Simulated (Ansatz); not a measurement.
YMnO₃:
```
CELL_PARAMETERS angstrom
      5.81976     0.00000     0.00000
      0.00000     7.37305     0.00000
      0.00000     0.00000     5.26799
ATOMIC_POSITIONS crystal
  Y  0.41663 0.25000 0.98207
  Y  0.91663 0.25000 0.51793
  Y  0.58337 0.75000 0.01793
  Y  0.08337 0.75000 0.48207
  Mn 0.00000 0.00000 0.00000
  Mn 0.50000 0.50000 0.50000
  Mn 0.00000 0.50000 0.00000
  Mn 0.50000 0.00000 0.50000
  O  0.03808 0.25000 0.11289
  O  0.53808 0.25000 0.38711
  O  0.96192 0.75000 0.88711
  O  0.46192 0.75000 0.61289
  O  0.32600 0.55379 0.20206
  O  0.82600 0.94621 0.29794
  O  0.67400 0.05379 0.79794
  O  0.17400 0.44621 0.70206
  O  0.67400 0.44621 0.79794
  O  0.17400 0.05379 0.70206
  O  0.32600 0.94621 0.20206
  O  0.82600 0.55379 0.29794
```
Starting moments (μB, in the order of the atoms Y Y Y Y Mn Mn Mn Mn O O O O O O O O O O O O): 0.0 0.0 0.0 0.0 3.7 3.7 3.7 3.7 0.1 0.1 0.1 0.1 0.1 0.1 0.1 0.1 0.1 0.1 0.1 0.1.

Relaxed with r²SCAN. Independent-particle spectrum: no excitons, no local fields, no scissors shift; 0.1 eV broadening; ε₁ of the summed bands alone.

Problem. Tabulate the dielectric function from r²SCAN (plane waves, PAW; program Ansatz).

Solution. 

```
E (eV)  ε₁ xx  ε₂ xx  ε₁ yy  ε₂ yy  ε₁ zz  ε₂ zz
------  -----  -----  -----  -----  -----  -----
0.0      6.94   0.00   5.74   0.00   7.38   0.00
0.3      7.05   0.00   5.77   0.01   7.50   0.00
0.6      7.44   0.00   5.87   0.01   7.91   0.02
0.9      8.82   0.14   6.11   0.01   9.18   0.08
1.2      8.73   3.10   6.65   0.13  10.80   4.02
1.5      8.91   5.15   7.54   1.08   7.08   6.08
1.8      4.71   6.80   6.23   3.30   4.90   5.68
2.1      1.09   4.01   4.37   1.83   2.19   3.89
2.4      2.45   1.68   5.44   1.05   2.94   2.02
2.7      3.16   1.35   6.41   1.80   3.50   1.40
3.0      3.42   0.87   4.71   2.66   3.95   0.76
3.3      3.92   0.56   4.46   1.81   4.67   0.52
3.6      4.67   0.42   4.87   1.25   5.60   0.78
3.9      5.44   0.61   5.72   1.34   6.14   0.99
4.2      6.29   1.62   6.04   1.89   6.98   1.87
4.5      5.75   2.75   6.68   2.75   7.32   3.49
4.8      5.29   3.31   6.11   4.42   5.73   4.58
5.1      4.64   3.42   4.91   4.61   4.69   4.85
5.4      4.25   3.12   3.63   4.23   3.98   4.43
5.7      4.48   3.31   3.59   3.36   3.91   3.41
6.0      3.80   3.59   3.46   3.36   4.03   4.11
6.3      3.74   3.08   3.96   3.19   3.63   3.98
6.6      3.90   3.39   3.62   3.46   3.19   3.95
6.9      3.48   3.38   3.81   3.27   3.52   3.42
7.2      3.77   3.34   3.86   3.54   3.86   3.74
7.5      3.40   3.37   3.91   3.96   3.80   4.17
7.8      3.68   3.34   3.86   3.88   3.67   4.62
8.1      3.71   3.81   3.71   4.44   3.39   5.17
8.4      3.86   4.30   3.81   4.95   2.71   5.72
8.7      2.82   5.22   2.66   6.10   1.71   5.96
9.0      2.36   4.39   1.80   6.11   0.47   5.26
9.3      2.28   4.88   1.20   5.28   0.40   4.59
9.6      1.80   5.14   1.08   5.30   0.37   4.20
9.9      1.62   4.78  -0.14   5.88   0.36   3.95
10.2     1.06   5.22  -1.29   4.72   0.40   4.02
10.5     0.02   5.25  -1.07   3.53  -0.40   4.17
10.8    -0.86   4.06  -1.08   3.08  -0.76   3.28
11.1    -0.73   3.60  -0.93   2.59  -0.77   2.60
11.4    -0.93   3.00  -0.76   2.29  -0.42   2.31
11.7    -0.92   2.56  -0.79   2.05  -0.26   2.16
12.0    -0.72   2.22  -0.58   1.70  -0.24   1.98
```

Problem. From ε at 1.7 eV (xx: 6.08 + 6.99i), find n, k, the normal reflectivity and the absorption coefficient.

Solution. n = 2.77, k = 1.262, R = 30 %, α = 2kE/ħc = 220000 cm⁻¹.

With all bands, ε∞ without local fields is 7.13 (xx), 5.92 (yy), 7.57 (zz).

Space group Pnma. The cell is a constructed one: a structure type filled with these elements; the Crystallography Open Database copy checked does not list it. COD files the formula under space group No. 185, 194, so this cell is another polymorph or a model. Its standing as an ambient phase is unchecked. Symmetry was held in the r²SCAN relaxation; its stability against distortions is not shown here. Spin order of the final state: ferromagnetic, chosen from 2 collinear starts compared on coarse meshes (ties went to the first, and starts can fall back to one state), not a proven ground state. The program gave a warning on the electronic state, which may not be the lowest. No Hubbard U is applied. Spin–orbit coupling is left out wherever it is not named.

Potentials: the later of the program's two PAW sets.
